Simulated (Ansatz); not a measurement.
**Computed properties of Cr**

Cr:
```yaml
crystal:
  lattice:
    - [2.31869, 0.00000, 0.00000]
    - [0.00000, 2.31869, 0.00000]
    - [0.00000, 0.00000, 2.31869]
  atoms:
    - { symbol: Cr, position: [0.00000, 0.00000, 0.00000] }
```

Space group Pm-3m (No. 221), simple cubic; conventional cell a = b = c = 2.3187 Å, α = β = γ = 90.00°.

Method: the program Ansatz at the r²SCAN level (PAW). The cell and atoms are relaxed at this level. Other levels are named where they apply.

Cell and energy:

```
Quantity              Value
---------------  ----------
Volume per atom    12.47 Å³
Density          6.93 g/cm³
```

Electronic structure:

```
Quantity                                                                   Result
------------------------------------  -------------------------------------------
Electronic character                                            metallic (no gap)
Density of states at the Fermi level  1.4 states/eV per atom (mean over ±0.08 eV)
```

Magnetism:

```
Item                                              Result
--------------  ----------------------------------------
Magnetic order  non-magnetic (starting moments vanished)
```

Mechanics:

```
Property                                                               Result
-------------------------------------  --------------------------------------
Bulk modulus (Birch–Murnaghan fit)                                    202 GPa
Pressure derivative B′                                                    4.2
Elastic constants (relaxed ions, GPa)       C11 = 479, C12 = 67.2, C44 = -126
Mechanical stability                   unstable (C has a negative eigenvalue)
```

The cell is a constructed one: a structure type filled with these elements; neither database checked (COD, Materials Project) lists it. It is not the phase usual at ambient conditions (space group No. 229). The r²SCAN relaxation kept the symmetry of its start. The workflow began spin-polarised and lost its moments. The cell computed holds one magnetic atom, so no antiferromagnetic order was within reach. As this level gives no gap, shear constants depend on the k-mesh and smearing (Fermi–Dirac, 0.1 eV here). On the denser mesh and wider smearing of the elastic run this cell carries a stress of 0.7 GPa.

Potentials: the earlier of the program's two PAW sets.
